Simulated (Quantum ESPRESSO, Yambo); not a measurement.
SiO2 (α-quartz, space group P3_221, No. 154): one geometry, one set of LDA (Quantum ESPRESSO, PseudoDojo norm-conserving, 84 Ry, no spin-orbit coupling) orbitals, self-energies from Yambo (3×3×4 Γ-centred k mesh, 213 bands and a 8 Ry block in the screening, 213 bands in G with the Bruneval-Gonze terminator, plasmon pole fitted at 27.2 eV).

```tsv
level	gap K → Γ (eV)	direct gap at Γ (eV)
LDA (Quantum ESPRESSO)	5.76	6.07
exchange only (Hartree-Fock self-energy on LDA orbitals)	16.51	16.84
static COHSEX@LDA	___	___
G0W0@LDA, plasmon pole	___	___
```

### Question
Some entries are withheld; supply them.

### Answer

- static COHSEX@LDA, gap K → Γ (eV): 10.27
- static COHSEX@LDA, direct gap at Γ (eV): 10.64
- G0W0@LDA, plasmon pole, gap K → Γ (eV): 8.86
- G0W0@LDA, plasmon pole, direct gap at Γ (eV): 9.21

Bare exchange has no screening and gives the widest gap; static COHSEX screens it but leaves out the frequency dependence, which G0W0 restores.

Nearest settings tried, and what they do to the gap: 80 bands in W, 80 bands in G: +92 meV. Not varied: block, mesh. So the settings aren't converged at that level.

Geometry of the Materials Project entry, not relaxed at this level; primitive cell a = b = 4.917 Å, c = 5.432 Å, α = β = 90.00°, γ = 120.00°.
